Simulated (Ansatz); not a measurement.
Mg₃Sb₂ (A-La2O3 type, space group P-3m1)

```
CELL_PARAMETERS angstrom
      4.55082     0.00000     0.00000
     -2.27541     3.94112     0.00000
      0.00000     0.00000     7.18056
ATOMIC_POSITIONS crystal
  Sb 0.33333 0.66667 0.22416
  Sb 0.66667 0.33333 0.77584
  Mg 0.00000 0.00000 0.00000
  Mg 0.33333 0.66667 0.63261
  Mg 0.66667 0.33333 0.36739
```

The slice is a (-1 1 0 2) plane (indices of the conventional cell) through the point (0.667, 0.333, 0.776) (fractional), spanned by u = [110] and v = [1 -1 1] in vectors of this cell: u (4.55 Å) and v (10.66 Å, at 90° to u). It covers one period; positions are fractions (u, v).

These are PBEsol (plane waves to 420 eV, PAW, scalar-relativistic; Ansatz, a program for electronic structure) values and carry that method's errors. k mesh 12×12×7. These are valence fields of a PAW run, semicore shells included where kept as valence: close to a nucleus they are smooth pseudo fields. Mg3Sb2 was relaxed with its symmetry unable to fall. Spin-orbit coupling is left out, though Sb is heavy.

Q: Sketch the electron localisation function (ELF) on this plane as a map.

A: 
| v \ u | 0.00 | 0.22 | 0.44 | 0.67 | 0.89 |
|---|---|---|---|---|---|
| 0.90 | 0.44 | 0.59 | 0.10 | 0.37 | 0.51 |
| 0.80 | 0.15 | 0.18 | 0.03 | 0.07 | 0.20 |
| 0.70 | 0.33 | 0.39 | 0.11 | 0.21 | 0.43 |
| 0.60 | 0.52 | 0.71 | 0.07 | 0.16 | 0.63 |
| 0.50 | 0.59 | 0.60 | 0.22 | 0.06 | 0.64 |
| 0.40 | 0.24 | 0.22 | 0.40 | 0.29 | 0.23 |
| 0.30 | 0.38 | 0.21 | 0.56 | 0.57 | 0.10 |
| 0.20 | 0.06 | 0.18 | 0.23 | 0.19 | 0.11 |
| 0.10 | 0.47 | 0.61 | 0.10 | 0.33 | 0.54 |
| 0.00 | x | 0.42 | 0.30 | 0.66 | 0.05 |

Values: electron localisation function (ELF). Points within 0.5 Å of a nucleus are blanked (x), as the pseudised field means little there.
